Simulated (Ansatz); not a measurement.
Ansatz (an electronic-structure program) input:

Ansatz 0.2 input:
```yaml
crystal:
  lattice:
    - [0.0, 1.9700943275, 1.9700943275]
    - [1.9700943275, 0.0, 1.9700943275]
    - [1.9700943275, 1.9700943275, 0.0]
  atoms:
    - { symbol: Pt, position: [0.0, 0.0, 0.0] }
kpoints:
  mp_grid: { grid: [18, 18, 18] }
hamiltonian:
  xc: r2scan
  pseudopotentials: { kind: paw }
scf:
  occupations: { method: gaussian, width: 0.1 }
checkpoint: { read: metal.run }
output: { bader: true, populations: true }
```

Output (shortened):

```
Pseudopotential: Pt, paw, valence charge 18
Functional definition: r2SCAN
Crystal: 1 atoms, lattice volume = 15.293 Å³
Basis set: ecut = 500 eV, 387 PW (Γ), exchange–correlation on 96×96×96 points (64 copies of the dense FFT grid, shifted against one another)
Bands: 17, of which v1, the nominal top of the filled ones, is band 9 counted from 1 (8 counted from 0)
Symmetry: 48 space group operations
Space group: Fm-3m (ITA 225), of the structure as read, at distance tolerance 2.5e-5 Å
k-points: 195 of 5832
Stability of the state it starts from, as read at its close in the unpolarized treatment …
iter 1 solved again at ethr=7.31e-8 eV; its pass at ethr=3.10e-3 eV (dr2=1.32e-5 eV) is discarded
SCF iter   1: F=—  HF=-12536.788101 eV  |F-HF|=—  |Δ(HF+E_count)|=         —  Δρ=1.04e-6  dr2=6.36e-11  dr2_τ=2.90e-11  ethr=7.31e-8  ⟨swp⟩=2.8  Hψ=25453  notcnv=0
preconditioner: auto → none
SCF iter   2: F=-12536.788101 eV  HF=-12536.788101 eV  |F-HF|=2.91e-11  |Δ(HF+E_count)|=   1.49e-9  Δρ=6.08e-7  dr2=2.31e-11  dr2_τ=1.98e-12  ethr=1.00e-12  ⟨swp⟩=5.2  Hψ=11215  notcnv=0
SCF 1 converged in 2 iterations: F = -12536.788101 eV  dr2 = 2.31e-11
SCF converged after 2 iterations
Free energy (F): -12536.788101 eV
Harris-Foulkes:  -12536.788101 eV  (|F-HF|=2.91e-11)
Internal energy: -12536.777829 eV  (E = F + TS)
E sigma→0 (E₀):  -12536.782965 eV
Entropy (-TS):   -0.010272 eV (-10.272 meV/atom)
Fermi energy:    22.704784 eV
--- Per-component energies (eV) ---
  E_band       = -153.597767
  E_kinetic    = 637.888492
  E_local      = -1484.174224  (includes V_loc(G=0)·N_el)
  E_nonlocal   = 202.032059
  E_hartree    = 552.184730
  E_xc         = -250.193651
  E_vxc        = -337.642577  (∫ρ·V_xc dr)
  E_paw        = -9479.869973  (= ΣΔE_a)
  E_vpaw       = -297.639479  (= ΣTr[D̂ρ^β])
  E_aug_tail   = 0.000152  (compensation charges beyond the density's cutoff)
  E_vtau       = 21.568251  (kinetic-family band-sum trace: ∫τ·v_τ [+ j·A + Jᵃ·Aᵃ] dr)
  E_ewald      = -2714.413918
  E_core_change = -0.231494  (= ΣΔE_core)
  E_smearing   = -0.010272  (= −TS)
  E_closure    = 0.000000  (closes the sum)
  Σ components = -12536.788101   (vs F -12536.788101, Δ=0.00e0)
  [band-id]    e_kinetic+e_local+e_nonlocal+2·e_hartree+e_vxc+e_vpaw+e_augmentation_tail+e_vtau = -153.597868   (vs E_band -153.597767, Δ=-1.01e-4)
--- Band table (eV; the first three rows and the last of 195) ---
  k-point 0: bands = ["-77.8028", "-31.1855", "-31.1855", "-31.1855", "12.3874", "18.8670", "18.8670", "18.8670", "20.9822", "20.9822", "38.0859", "43.1679", "43.1679", "43.1679", "48.9743", "55.5180", "55.5180"]
  k-point 1: bands = ["-77.8017", "-31.2005", "-31.1877", "-31.1877", "12.5160", "18.8109", "18.9180", "18.9180", "20.9544", "20.9544", "38.2802", "42.5117", "43.3585", "43.3585", "49.6911", "53.9949", "54.8103"]
  k-point 2: bands = ["-77.7987", "-31.2435", "-31.1939", "-31.1939", "12.8898", "18.6672", "19.0506", "19.0506", "20.8963", "20.8963", "38.8073", "41.1013", "43.9123", "43.9123", "50.2928", "52.7498", "53.1737"]
  k-point 194: bands = ["-77.7557", "-31.5318", "-31.4838", "-31.3718", "16.9316", "17.6663", "18.5826", "20.7243", "23.2153", "30.1930", "30.6041", "32.0404", "35.2774", "47.5676", "48.6271", "50.4467", "55.4728"]
--- Löwdin populations: 1 site ---
  site symbol       q [e]
     0     Pt     17.8613
  spilling = 0.007707 (of n_electrons = 18.000000)
--- Bader charges: 1 site ---
  site symbol  charge [e]  shift [e]
     0     Pt      0.0000     0.0000
  shift: an alarm, by how much a part of what the PAW files miss would move the charge. Where it is large, compare
  with a run on PAW files of another source; a small one proves nothing
  estimated error of the sums over rays = 4.6e-7 e
```

Cost: very roughly 7 core-seconds on shared cores.

The cell was relaxed with r²SCAN under the symmetry of its start. The run is not spin-polarised. Scalar-relativistic: spin–orbit coupling is off unless named, which matters more the heavier the elements.

Potentials: the later of the program's two PAW sets.

Ansatz is a plane-wave DFT program.
